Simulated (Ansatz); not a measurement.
PbS (rock salt, space group No. 225), the program Ansatz at the PBE level (PAW). The conduction-band minimum lies at L, with 4 equivalent valleys. Second derivatives d²E/dk² of the lowest band at one valley (eV·Å²), along Cartesian directions:

```
direction  d²E/dk²
---------  -------
[100]        48.47
[010]        48.47
[001]        48.47
[110]        49.03
[101]        48.06
[011]        48.06
```

Problem. Find the principal effective masses, the density-of-states mass and the conductivity mass.

Solution. Off-diagonal terms follow from H_xy = H[110] − (H_xx + H_yy)/2, and m*/mₑ = 7.620 eV·Å² over each eigenvalue: 0.15, 0.16, 0.16. One valley's DOS mass (m₁m₂m₃)^(1/3) = 0.16, conductivity mass 3/(Σ 1/mᵢ) = 0.16 mₑ.

Problem. What effective density of states Nc follows at 300 K for parabolic valleys?

Solution. Nc = 2.509e19 × 4 × (0.16)^(3/2) ≈ 6.4e18 cm⁻³.

Space group Fm-3m (rock salt). Symmetry was held in the PBE relaxation; of distortions, only those at the zone centre were tested. Scalar-relativistic: spin–orbit coupling is off unless named, which matters more the heavier the elements.

Potentials: the later of the program's two PAW sets.

Edges and masses are those of Kohn–Sham bands, whose gap is no quasiparticle gap.
